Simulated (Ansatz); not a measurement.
Start of a relaxation, clean slab, lower half held (Ti, P6_3/mmc (No. 194), (1 1 0) face):

```
Ti
1.0
     9.14816    0.00000    0.00000
     0.00000    4.99950    0.00000
     0.00000    0.00000   22.77293
Ti
20
Direct
  0.37500 0.16667 0.37325
  0.87500 0.16667 0.37325
  0.12500 0.83333 0.37325
  0.62500 0.83333 0.37325
  0.37500 0.66667 0.43663
  0.87500 0.66667 0.43663
  0.12500 0.33333 0.43663
  0.62500 0.33333 0.43663
  0.37500 0.16667 0.50000
  0.87500 0.16667 0.50000
  0.12500 0.83333 0.50000
  0.62500 0.83333 0.50000
  0.37500 0.66667 0.56337
  0.87500 0.66667 0.56337
  0.12500 0.33333 0.56337
  0.62500 0.33333 0.56337
  0.37500 0.16667 0.62675
  0.87500 0.16667 0.62675
  0.12500 0.83333 0.62675
  0.62500 0.83333 0.62675
```

All numbers below come from DFT PBE+D3(BJ), scalar-relativistic, plane waves, PAW in Ansatz. Settings: cutoff 420 eV, Γ-centred mesh 3×6×1 on the computed 20-atom cell, Gaussian smearing of 0.10 eV; no spin polarisation. A dipole correction removes the field between periodic images along c.

Atoms 1, 2, 3, 4, 5, 6, 7, 8 (counted from 1) are held. The cell is fixed. Force threshold 0.03 eV/Å.

```json
{"step": "1", "E − E_final (eV)": "0.498", "largest force (eV/Å)": "1.061"}
{"step": "2", "E − E_final (eV)": "0.055", "largest force (eV/Å)": "0.402"}
{"step": "3", "E − E_final (eV)": "0.002", "largest force (eV/Å)": "0.059"}
{"step": "4", "E − E_final (eV)": "0.000", "largest force (eV/Å)": "0.011"}
```

Task: What is the final structure?

Result:
```yaml
crystal:
  lattice:
    - [9.14816, 0.00000, 0.00000]
    - [0.00000, 4.99950, 0.00000]
    - [0.00000, 0.00000, 22.77293]
  atoms:
    - { symbol: Ti, position: [0.37500, 0.16667, 0.37325] }
    - { symbol: Ti, position: [0.87500, 0.16667, 0.37325] }
    - { symbol: Ti, position: [0.12500, 0.83333, 0.37325] }
    - { symbol: Ti, position: [0.62500, 0.83333, 0.37325] }
    - { symbol: Ti, position: [0.37500, 0.66667, 0.43663] }
    - { symbol: Ti, position: [0.87500, 0.66667, 0.43663] }
    - { symbol: Ti, position: [0.12500, 0.33333, 0.43663] }
    - { symbol: Ti, position: [0.62500, 0.33333, 0.43663] }
    - { symbol: Ti, position: [0.37500, 0.17016, 0.49861] }
    - { symbol: Ti, position: [0.87500, 0.17016, 0.49861] }
    - { symbol: Ti, position: [0.12500, 0.82984, 0.49861] }
    - { symbol: Ti, position: [0.62500, 0.82984, 0.49861] }
    - { symbol: Ti, position: [0.37500, 0.66406, 0.56063] }
    - { symbol: Ti, position: [0.87500, 0.66406, 0.56063] }
    - { symbol: Ti, position: [0.12500, 0.33594, 0.56063] }
    - { symbol: Ti, position: [0.62500, 0.33594, 0.56063] }
    - { symbol: Ti, position: [0.37500, 0.20294, 0.62217] }
    - { symbol: Ti, position: [0.87500, 0.20294, 0.62217] }
    - { symbol: Ti, position: [0.12500, 0.79706, 0.62217] }
    - { symbol: Ti, position: [0.62500, 0.79706, 0.62217] }
```